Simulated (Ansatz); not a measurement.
## Elastic constants of Na2BrF: input and output

The calculation used DFT PBE, scalar-relativistic, plane waves, PAW in Ansatz 0.2.0.

It can be run as:
```bash
ansatz run input.yaml --threads 1 --pin off --backend cpu --events-out ev --progress --plain --runs-dir out  # memory cap (--max-ram) not shown
```

Input (bare energies are in eV):
```yaml
crystal:
  lattice:
    - [1.907700624, 1.1014114689, 6.2854040513]
    - [-1.907700624, 1.1014114689, 6.2854040513]
    - [0.0, -2.2028229376, 6.2854040513]
  atoms:
    - { symbol: Na, position: [0.2662272359, 0.2662272359, 0.2662272359] }
    - { symbol: Na, position: [0.7337727641, 0.7337727641, 0.7337727641] }
    - { symbol: Br, position: [0.5, 0.5, 0.5] }
    - { symbol: F, position: [0.0, 0.0, 0.0] }
basis:
  ecutwfc: 420
kpoints:
  mp_grid: { grid: [9, 9, 9] }
hamiltonian:
  xc: pbe
scf:
  occupations: { method: fixed }
output:
  forces: true
  stress: true
  eigenvalues: true
elastic:
  mode: clamped_ion
```

From the output:
```
--- Elastic constants: 3 strain directions × 4 members + reference (group order 12) ---
  dense FFT box of the reference and of every strained cell: 45×45×45
  strains applied: 11, 33, 23; error gains: componentwise 1.00 (the most a stress slope's error grows in a printed constant), spectral 1.41 (1 for all six strains in a standard setting)
  C = ∂σ_k/∂η_j (tension-positive GPa; Voigt order 11 22 33 23 13 12):
        51.289     15.718     17.200     -0.009      0.000      0.000
        15.718     51.289     17.200      0.009      0.000      0.000
        17.205     17.205     47.886     -0.000      0.000      0.000
        -0.009      0.009     -0.000     18.157      0.000      0.000
         0.000     -0.000      0.000     -0.000     18.157     -0.009
        -0.000      0.000      0.000     -0.000     -0.009     17.786
  reference stress σ⁰ (GPa):     -0.000     -0.000     -0.001     -0.000      0.000     -0.000
  C* (energy form; C + prestress term) asymmetry max|C*_kj − C*_jk| = 4.993e-3 GPa — a small one proves nothing (zero by symmetry where the batch's group is 432, −43m or m−3m); a large one is finite-difference/SCF noise where every solve ...
  moduli (Voigt/Reuss/Hill, GPa): K = 27.86/27.85/27.85   G = 17.51/17.45/17.48   E = 43.37   ν = 0.240
  mechanically stable: yes (min eigenvalue of sym C = 17.79 GPa)
  strain η (Voigt 11):  stress-route row diagonal C_11 = 51.29 GPa, energy-path curvature d²(F+E_count+ΔE)/dδ²/Ω₀ = 51.30 GPa
    cells at ±δ against ±2δ: C31 17.21 and 17.21 GPa, apart by 0.01 % of the column's largest entry
         δ    σ_11 (GPa) F (eV) n_scf n_hpsi n_pw
    -4.000e-3      -0.2086       -6569.7494706       9   79811   1561
    -2.000e-3      -0.1037       -6569.7496282       5   62303   1566
     2.000e-3       0.1015       -6569.7496273       6   71453   1571
     4.000e-3       0.2018       -6569.7494819       8   71630   1575
  strain η (Voigt 33):  stress-route row diagonal C_33 = 47.89 GPa, energy-path curvature d²(F+E_count+ΔE)/dδ²/Ω₀ = 48.13 GPa
    cells at ±δ against ±2δ: C33 47.89 and 47.91 GPa, apart by 0.03 % of the column's largest entry
         δ    σ_33 (GPa) F (eV) n_scf n_hpsi n_pw
    -4.000e-3      -0.1934       -6569.7494766       9   32698   1561
    -2.000e-3      -0.0968       -6569.7496182       6   27947   1564
     2.000e-3       0.0948       -6569.7496334       7   31850   1572
     4.000e-3       0.1899       -6569.7495004       9   33601   1574
  strain η (Voigt 23):  stress-route row diagonal C_44 = 18.16 GPa, energy-path curvature d²(F+E_count+ΔE)/dδ²/Ω₀ = 18.17 GPa
    cells at ±δ against ±2δ: C44 18.16 and 18.16 GPa, apart by 0.02 % of the column's largest entry
         δ    σ_23 (GPa) F (eV) n_scf n_hpsi n_pw
    -4.000e-3      -0.0723       -6569.7496032       9   75609   1566
    -2.000e-3      -0.0362       -6569.7496596       6   69477   1568
     2.000e-3       0.0364       -6569.7496623       5   61900   1567
     4.000e-3       0.0729       -6569.7496054       7   67616   1566
```

This structure is a trial: an element of a database structure was replaced and the cell relaxed, so another structure or a mixture of phases may lie lower.

Clamped-ion constants are upper bounds: once the atoms relax, a strain can turn out softer or unstable.